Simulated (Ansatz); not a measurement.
InP:
```xyz
4
Lattice="3.8842 0.0000 0.0000 -1.9421 3.3638 0.0000 0.0000 0.0000 6.6139" Properties=species:S:1:pos:R:3 pbc="T T T"
In     0.0000     0.0000     0.0000
In     0.0000     0.0000     3.3070
P      0.0000     2.2426     1.6535
P      1.9421     1.1213     4.9604
```

Relaxed with PBE. Special points in fractions of this cell's reciprocal vectors: Γ (0.000, 0.000, 0.000); M (0.500, 0.000, 0.000); K (0.333, 0.333, 0.000); A (0.000, 0.000, 0.500); L (0.500, 0.000, 0.500); H (0.333, 0.333, 0.500).

Q: List the band energies nearest the Fermi level at these points for PBE with spin–orbit coupling in the plane-wave PAW code Ansatz.

A: In eV from the Fermi level; about four levels below and three above (degenerate sets whole), none deeper than 8.9 eV; points with the same levels are listed once.

```json
[
 {"k": "Γ", "below": "-0.36 -0.36 -0.27 -0.27", "above": "0.03 0.03 0.26 0.26"},
 {"k": "M", "below": "-3.46 -3.46 -2.16 -2.16", "above": "0.13 0.13 1.31 1.31"},
 {"k": "K", "below": "-2.48 -2.48 -2.36 -2.36", "above": "4.75 4.75 5.51 5.51"},
 {"k": "A", "below": "-0.04 -0.04 -0.04 -0.04", "above": "0.04 0.04 0.04 0.04"},
 {"k": "L", "below": "-1.30 -1.30 -1.30 -1.30", "above": "0.20 0.20 0.20 0.20"},
 {"k": "H", "below": "-0.32 -0.32 -0.32 -0.32", "above": "1.40 1.40 1.40 1.40"}
]
```

Space group P6_3/mmc (NiAs type). The start of the workflow was typed in or built on a structure type; neither database checked (COD, Materials Project) lists it. It is not the phase usual at ambient conditions (space group No. 216). The cell was relaxed with PBE under the symmetry of its start; whether a distortion lowers the energy is not shown.

Potentials: the earlier of the program's two PAW sets.
